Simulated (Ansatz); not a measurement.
ZnIn2O4 in space group I-4 (No. 82; In on 2b, In on 2d, Zn on 2a, O on 8g), plane-wave PAW PBEsol (Ansatz code), all energies at zero smearing, with the estimated change up to a 700 eV cutoff added, with one set of potentials and settings (totals compare only within such a set). Cell of 7 atoms (2 In, 1 Zn, 4 O): -16574.463 eV.

```tsv
element	reference phase	E (eV/atom)
In	I4/mmm, 1 atoms in the cell	-5525.4724
Zn	P6_3/mmc, 2 atoms in the cell	-3280.9105
O	C2/m, 4 atoms in the cell, spin-polarised	-558.3609
```

Formation energy per atom, worked out: (-16574.463 − 2×(-5525.4724) − 1×(-3280.9105) − 4×(-558.3609))/7 = -1.309 eV/atom (-126 kJ per mol of atoms), at 0 K, without zero-point energy or fitted corrections.

A made-up cell: these elements were put on the sites of a structure type; neither database checked (COD, Materials Project) lists it. Its standing as an ambient phase is unchecked. Symmetry was held in the PBEsol relaxation; its stability against distortions is not shown here. The references are the lowest solids computed at this level, not always the standard phases (solids in place of the gases).

Potentials: the earlier of the program's two PAW sets. The files were generated under PBE; for other functionals the program regenerates the frozen cores, and for LDA and PBEsol the local potential too.
